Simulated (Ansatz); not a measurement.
HfO$_{2}$:
```
HfO2
1.0
    3.57679     0.00000     0.00000
    0.00000     3.57679     0.00000
    0.00000     0.00000     5.20265
Hf O
2 4
Direct
  0.00000   0.00000   0.00000
  0.50000   0.50000   0.50000
  0.00000   0.50000   0.19615
  0.00000   0.50000   0.69615
  0.50000   0.00000   0.30385
  0.50000   0.00000   0.80385
```

The program Ansatz at the r²SCAN level (PAW) gives a gap of 5.27 eV without spin–orbit coupling, maximum at Z, minimum at Γ.

Q: What happens when spin–orbit coupling is switched on?

A: The gap hardly moves, to 5.27 eV; maximum on the Γ–Z line, 96 % of the way from Γ, minimum at Γ.

Q: Give the electron effective mass with spin–orbit coupling.

A: 0.92, 0.92, 1.0 mₑ (principal values).

Space group P4_2/nmc. This is a known high-temperature phase of the composition, computed here at zero pressure and temperature. Symmetry was held in the r²SCAN relaxation; its stability against distortions is not shown here. The run is not spin-polarised.

Potentials: the later of the program's two PAW sets.
